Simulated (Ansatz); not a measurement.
Mo:
```
Mo
1.0
    2.57491     0.00000     0.00000
    0.00000     2.57491     0.00000
    0.00000     0.00000     2.57491
Mo
1
Direct
  0.00000   0.00000   0.00000
```

Relaxed with PBEsol. Special points in fractions of this cell's reciprocal vectors: Γ (0.000, 0.000, 0.000); X (0.000, 0.500, 0.000); M (0.500, 0.500, 0.000); R (0.500, 0.500, 0.500).

Q: List the band energies nearest the Fermi level at these points for plane-wave PAW PBEsol with spin–orbit coupling (Ansatz code).

A: In eV from the Fermi level; about four levels below and three above (degenerate sets whole), none deeper than 8.9 eV; points with the same levels are listed once.

```csv
k,below,above
Γ,-4.23 -4.23 -4.23 -4.23,4.00 4.00 4.00 4.00
X,-3.47 -3.47 -3.31 -3.31,0.16 0.16 0.65 0.65
M,-5.47 -5.47 -2.23 -2.23,1.34 1.34 1.44 1.44
R,-3.86 -3.86 -3.86 -3.86 -3.77 -3.77,6.67 6.67 6.67 6.67
```

Space group Pm-3m (simple cubic). A made-up cell: these elements were put on the sites of a structure type; neither database checked (COD, Materials Project) lists it. It is not the phase usual at ambient conditions (space group No. 229). The PBEsol relaxation kept the symmetry of its start. At this level the phase is mechanically unstable. The run is not spin-polarised.

Potentials: the later of the program's two PAW sets.
